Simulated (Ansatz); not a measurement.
# Ansatz 0.2.0, relaxation: La₂FeCo₂C

Run with:

```bash
ansatz run input.yaml --threads 1 --pin off --max-ram 2560MiB --backend cpu --events-out ev --progress --plain --runs-dir out
```

input.yaml:

```yaml
crystal:
  lattice:
    - [-2.022292, 3.085098, 4.54153]
    - [4.044584, 0.0, 0.0]
    - [2.022292, 3.085098, -4.54153]
  atoms:
    - { symbol: La, position: [0.30991, 0.80991, 0.69009] }
    - { symbol: La, position: [0.69009, 0.19009, 0.30991] }
    - { symbol: Co, position: [0.7956, 0.5, 0.7956] }
    - { symbol: Co, position: [0.2044, 0.5, 0.2044] }
    - { symbol: Fe, position: [0.0, 0.0, 0.0] }
    - { symbol: C, position: [0.5, 0.5, 0.5] }
  symmetry: { tolerance: 0.0003 }
kpoints:
  mp_grid: { grid: [5, 5, 5], shift: [0, 0, 0] }
magnetization:
  spin_polarized: false
scf:
  occupations: { method: gaussian, width: 0.0121 }
hamiltonian:
  pseudopotentials: { kind: paw }
  xc: pbe
basis:
  ecutwfc: 420
  ecutrho_ratio: 12
output:
  forces: true
  stress: true
  eigenvalues: true
  write_density: true
  write_potential: true
  elf: true
  volumetric_format: npy
relax:
  max_steps: 40
  cell: {}
```

Origin of the cell: a known structure type with other elements, at an estimated volume, so it need not be a known compound.

Output (shortened):

```
SCF iter   1: F=—  HF=-27483.978778 eV  Δρ=1.56e-2  dr2=2.73e-1
SCF iter   2: F=—  HF=-27483.969582 eV  Δρ=6.68e-3  dr2=4.24e-2  defer=60
SCF iter   3: F=—  HF=-27483.968232 eV  Δρ=4.24e-3  dr2=1.60e-2  defer=61
SCF iter   4: F=—  HF=-27483.966637 eV  Δρ=1.02e-3  dr2=1.96e-3  defer=61
SCF iter   5: F=—  HF=-27483.966459 eV  Δρ=5.23e-4  dr2=2.15e-4  defer=61
SCF iter   6: F=—  HF=-27483.966435 eV  Δρ=1.47e-4  dr2=2.11e-5  defer=61
SCF iter   7: F=—  HF=-27483.966455 eV  Δρ=4.67e-5  dr2=3.02e-6  defer=61
SCF iter   8: F=—  HF=-27483.966455 eV  Δρ=1.95e-5  dr2=4.40e-7  defer=61
SCF iter   9: F=—  HF=-27483.966455 eV  Δρ=1.21e-5  dr2=1.07e-7
SCF iter  10: F=-27483.966455 eV  HF=-27483.966455 eV  Δρ=3.72e-6  dr2=1.44e-8
relax step   1: F+E_penalty+E_count = -27483.966455 eV  Δ(F+E_penalty+E_count) = +0.000e0 eV  max|allowed force component| = 4.719e-1 eV/Å  Δτ_max = 0.0000 Å  P = -4.535 GPa  Ω = 113.338 Å³ […]
relax step   2: F+E_penalty+E_count = -27483.867460 eV  Δ(F+E_penalty+E_count) = +9.900e-2 eV  max|allowed force component| = 1.181e0 eV/Å  Δτ_max = 0.1932 Å  P = +2.246 GPa  Ω = 105.498 Å³ […]
relax step   3: F+E_penalty+E_count = -27484.085078 eV  Δ(F+E_penalty+E_count) = -1.186e-1 eV  max|allowed force component| = 3.061e-1 eV/Å  Δτ_max = 0.0412 Å  P = -1.283 GPa  Ω = 109.411 Å³ […]
relax step   4: F+E_penalty+E_count = -27484.102244 eV  Δ(F+E_penalty+E_count) = -1.717e-2 eV  max|allowed force component| = 1.123e-1 eV/Å  Δτ_max = 0.0062 Å  P = -0.036 GPa  Ω = 108.565 Å³ […]
relax step   5: F+E_penalty+E_count = -27484.103405 eV  Δ(F+E_penalty+E_count) = -1.162e-3 eV  max|allowed force component| = 5.670e-2 eV/Å  Δτ_max = 0.0082 Å  P = +0.066 GPa  Ω = 108.372 Å³ […]
relax step   6: F+E_penalty+E_count = -27484.103453 eV  Δ(F+E_penalty+E_count) = -4.720e-5 eV  max|allowed force component| = 6.897e-2 eV/Å  Δτ_max = 0.0068 Å  P = +0.016 GPa  Ω = 108.385 Å³ […]
relax step   7: F+E_penalty+E_count = -27484.103654 eV  Δ(F+E_penalty+E_count) = -2.013e-4 eV  max|allowed force component| = 4.002e-3 eV/Å  Δτ_max = 0.0039 Å  P = -0.020 GPa  Ω = 108.439 Å³ […]
relax step   8: F+E_penalty+E_count = -27484.101307 eV  Δ(F+E_penalty+E_count) = +2.346e-3 eV  max|allowed force component| = 4.092e-3 eV/Å  Δτ_max = 0.0000 Å  P = -0.041 GPa  Ω = 108.439 Å³  stress off target by 7.02e-2 GPa […]
relax step   9: F+E_penalty+E_count = -27484.101369 eV  Δ(F+E_penalty+E_count) = -6.136e-5 eV  max|allowed force component| = 3.706e-3 eV/Å  Δτ_max = 0.0010 Å  P = -0.000 GPa  Ω = 108.394 Å³ […]
relax step  10: F+E_penalty+E_count = -27484.101339 eV  Δ(F+E_penalty+E_count) = +3.007e-5 eV  max|allowed force component| = 3.707e-3 eV/Å  Δτ_max = 0.0000 Å  P = -0.001 GPa  Ω = 108.394 Å³  stress off target by 1.14e-2 GPa […]
SCF 10 converged in 9 iterations: F = -27484.101339 eV  dr2 = 2.47e-15
basis re-selected at this cell: Δ(F+E_penalty+E_count) = +3.007e-5 eV, ΔP = -0.000 GPa vs the last step (what re-selecting the basis moved, of the pressure what is left beyond the Pulay corre […]
SCF converged after 9 iterations
Free energy (F): -27484.101339 eV
Harris-Foulkes:  -27484.101339 eV  (|F-HF|=0.00e0)
Internal energy: -27484.101112 eV  (E = F + TS)
E sigma→0 (E₀):  -27484.101225 eV
Entropy (-TS):   -0.000227 eV (-0.038 meV/atom)
Fermi energy:    13.758148 eV
--- Per-component energies (eV) ---
  E_band       = -937.703849
  E_kinetic    = 1740.043741
  E_local      = -12322.127629  (includes V_loc(G=0)·N_el)
  E_nonlocal   = 1339.116350
  E_hartree    = 5317.325079
  E_xc         = -764.572725
  E_vxc        = -919.385746  (∫ρ·V_xc dr)
  E_paw        = -15327.218133  (= ΣΔE_a)
  E_vpaw       = -1410.000703  (= ΣTr[D̂ρ^β])
  E_aug_tail   = -0.000018  (compensation charges beyond the density's cutoff)
  E_ewald      = -7466.667777
  E_smearing   = -0.000227  (= −TS)
  Σ components = -27484.101339   (vs F -27484.101339, Δ=0.00e0)
--- Forces (eV/Å), atoms counted from 1 ---
  atom   1  La     0.000000     0.000000    -0.000354
  atom   2  La     0.000000     0.000000     0.000354
  atom   3  Co     0.000000    -0.003707     0.000000
  atom   4  Co     0.000000     0.003707     0.000000
  atom   5  Fe     0.000000     0.000000     0.000000
  atom   6  C      0.000000     0.000000     0.000000
  max |Σ_I F_I| component: 0.00e0 eV/Å
--- Stress (GPa, compression-positive) ---
        0.010275       0.000000       0.000000
        0.000000      -0.001292       0.000000
        0.000000       0.000000      -0.011429
  P = ⅓ Tr σ = -0.0008 GPa (-0.008 kbar)
--- Relaxed structure (8 steps of the walk, 7 accepted, 2 SCFs on fresh bases) ---
  F+E_penalty+E_count = -27484.101339 eV   max|allowed force component| = 3.707e-3 eV/Å   (the final SCF, on the basis selected at the relaxed cell)
  cell:  # Å, volume = 108.3938 Å³
    - [-2.037304, 2.973810, 4.472755]
    - [4.074609, 0.0, 0.0]
    - [2.037304, 2.973810, -4.472755]
  atoms:
    - { symbol: La, position: [0.306539, 0.806539, 0.693461] }
    - { symbol: La, position: [0.693461, 0.193461, 0.306539] }
    - { symbol: Co, position: [0.796467, 0.5, 0.796467] }
    - { symbol: Co, position: [0.203533, 0.5, 0.203533] }
    - { symbol: Fe, position: [0.0, 0.0, 0.0] }
    - { symbol: C, position: [0.5, 0.5, 0.5] }
```

Caveats: no spin polarisation, so a magnetic state may lie lower; no spin-orbit coupling, though heavy elements are present; the k mesh is coarse if the cell is a metal; the relaxation held the start's symmetry, so the end may be a saddle point.

It ran for 43 s on 1 thread of AMD EPYC 9B45 (Zen 5), on a shared host, peak memory 0.82 GiB, from the program's own first density.
